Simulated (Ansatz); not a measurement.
A geometry of Cu2O away from equilibrium: step 17 of the relaxation of a generated trial cell of Cu2O in the AFLOW prototype A2B_hP9_147_g_ad (B_b, as in ZnAg2). Level of theory: r2SCAN (plane waves to 500 eV, PAW, scalar-relativistic; Ansatz, a quantum-chemistry and plane-wave program). Γ-centred k-mesh 5×5×10 on the run's cell (coarser than for final values), Fermi–Dirac smearing 0.05 eV.

```
Cu2O
1.0
    6.36713     0.00000     0.00000
   -3.18356     5.51410     0.00000
    0.00000     0.00000     2.95103
O Cu
3 6
Direct
  0.00000   0.00000   0.00000
  0.66667   0.33333   0.54241
  0.33333   0.66667   0.45759
  0.82219   0.64436   0.76137
  0.82217   0.17781   0.76137
  0.35564   0.17783   0.76137
  0.17781   0.35564   0.23863
  0.17783   0.82219   0.23863
  0.64436   0.82217   0.23863
```

Which atoms carry the largest force, and which way does it point?

0.01 eV/Å, on O2, O3 (atoms numbered as listed); on O2 its components are (0.00, 0.00, 0.01).

What is the pressure?

+2.3 GPa, compression positive.

How much energy per atom can still be gained by relaxing?

0.09 eV/atom; the path ends in P-3m1 (No. 164).

No spin polarisation in the result. The d or f electrons are treated with no Hubbard U.

The run could not lose the symmetry of its start; a randomly shaken copy of 9 atoms returns to this structure.

The end of the path is a generated cell of Cu2O: the first start was made by placing the elements on the sites of a structure type, and the end was not matched to a known phase here, so it may be hypothetical. Known forms of Cu2O include space group No. 224.
